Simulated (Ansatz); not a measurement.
This cell of BaTiO3 (cubic perovskite) is off equilibrium:

```
CELL_PARAMETERS angstrom
      4.01946     0.00000     0.00000
      0.00000     4.01946     0.00000
      0.00000     0.00000     4.01946
ATOMIC_POSITIONS crystal
  Ba 0.00000 0.00000 0.00000
  Ti 0.50000 0.50000 0.50000
  O  0.00000 0.50000 0.50000
  O  0.55746 0.55746 0.05746
  O  0.50000 0.00000 0.50000
```

Level of theory: PBE (plane waves to 420 eV, PAW, scalar-relativistic; Ansatz, a quantum-chemistry and plane-wave program). k mesh 7×7×7 (Γ-centred), Fermi-Dirac smearing 0.05 eV. E stands for the smeared free energy. Stress and pressure are positive under compression. BaTiO3 is run without spin polarisation. BaTiO3 was relaxed with its symmetry unable to fall. The PAW data are Ansatz's earlier set. This is a high-temperature form of BaTiO3.

### Question
Predict the force on every atom, in eV/Å.

### Answer
```json
[
 {"atom": "Ba1", "Fx": "0.295", "Fy": "0.295", "Fz": "0.230"},
 {"atom": "Ti2", "Fx": "0.112", "Fy": "0.112", "Fz": "-0.517"},
 {"atom": "O3", "Fx": "1.043", "Fy": "-0.142", "Fz": "0.997"},
 {"atom": "O4", "Fx": "-1.309", "Fy": "-1.309", "Fz": "-1.706"},
 {"atom": "O5", "Fx": "-0.142", "Fy": "1.043", "Fz": "0.997"}
]
```

### Question
Give the stress tensor in GPa and the pressure.

### Answer
```
   2.83     0.56     1.25
   0.56     2.83     1.25
   1.25     1.25     6.44
```
The pressure, a third of the trace, is 4.03 GPa.

### Question
In it atom 4 sits (0.231, 0.231, 0.231) Å away from its relaxed site. What is its energy relative to the relaxed cell?

### Answer
448 meV/cell.

(A displaced cell: forces are minus the slopes of the energy, force constants its curvatures, and phonons follow from these.)
